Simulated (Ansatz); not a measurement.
Values for one crystal, relaxed and computed with DFT-PBEsol in the program Ansatz with PAW potentials; other levels are named.

Volume per atom: 12.40 Å³
Electronic character: metallic (no gap)
Density of states at the Fermi level: 0.21 states/eV per atom (mean over ±0.08 eV)
Highest zone-centre frequency: 249 cm⁻¹
Pressure derivative B′: 4.0
Bulk modulus (Birch–Murnaghan fit): 2100 kbar
Young's modulus: 260 GPa

### Question
Pick the material that matches.
(A) TiFe, CsCl type
(B) ZrFe2, cubic Laves (MgCu2 type)
(C) Ca2Bi, I4/mmm (Ca on 4c, Ca on 4e, Bi on 4e)
(D) TiPd, CsCl type

### Answer
A, TiFe, CsCl type

Space group Pm-3m (CsCl type). The workflow started from an entry of the Crystallography Open Database (COD). Whether it is the stable phase at ambient conditions was not checked. The cell was relaxed with PBEsol under the symmetry of its start; of distortions, only those at the zone centre were tested. The workflow began spin-polarised and lost its moments. As this level gives no gap, phonon frequencies hold no LO–TO term and depend on the k-mesh and smearing (Fermi–Dirac, 0.1 eV here).

Potentials: the later of the program's two PAW sets.
